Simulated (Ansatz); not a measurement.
Deforming ZrOs

```
Zr Os
1.0
     3.26300    0.00000    0.00000
     0.00000    3.26300    0.00000
     0.00000    0.00000    3.26300
Zr Os
1 1
Direct
  0.50000 0.50000 0.50000
  0.00000 0.00000 0.00000
```

Atom numbers follow the list: Zr1, Os2.

The geometry is COD entry 1523503, unchecked; take it as a test cell.

Spin–orbit coupling is left out, though it moves levels of the heavy atoms by tenths of an eV or more.

The calculation used DFT, LDA, all-electron PAW with datasets made for the crystal, scalar-relativistic (Ansatz 0.2.0).

Sampling and basis: a Γ-centred 13×13×13 k mesh, Fermi–Dirac smearing of 0.03 eV, cutoff 460 eV (chosen by the program for this cell), no spin polarisation.

The unchanged cell is at -7.43 GPa.

In a metal, stresses and small energies carry noise from the k mesh.

x, y and z are the Cartesian axes of the cell as listed; fractional coordinates follow a strain, and an engineering shear is twice the off-diagonal strain component.

Question: With this change (equal xy, yz and zx engineering shear strains of -2 %), what becomes of the energy and stress?

Answer: Energy change +5 meV/atom; stress change (xx, yy, zz, yz, xz, xy) 0.24, 0.24, 0.24, 1.79, 1.79, 1.79 GPa, compression positive.

Question: With this change (equal xy, yz and zx engineering shear strains of -1 %), what becomes of the energy and stress?

Answer: Energy change +1 meV/atom; stress change (xx, yy, zz, yz, xz, xy) 0.06, 0.06, 0.06, 0.85, 0.85, 0.85 GPa, compression positive.

Question: With this change (equal xy, yz and zx engineering shear strains of +1 %), what becomes of the energy and stress?

Answer: Energy change +1 meV/atom; stress change (xx, yy, zz, yz, xz, xy) 0.05, 0.05, 0.05, -0.80, -0.80, -0.80 GPa, compression positive.

Question: With this change (equal xy, yz and zx engineering shear strains of +2 %), what becomes of the energy and stress?

Answer: Energy change +5 meV/atom; stress change (xx, yy, zz, yz, xz, xy) 0.21, 0.21, 0.21, -1.58, -1.58, -1.58 GPa, compression positive.
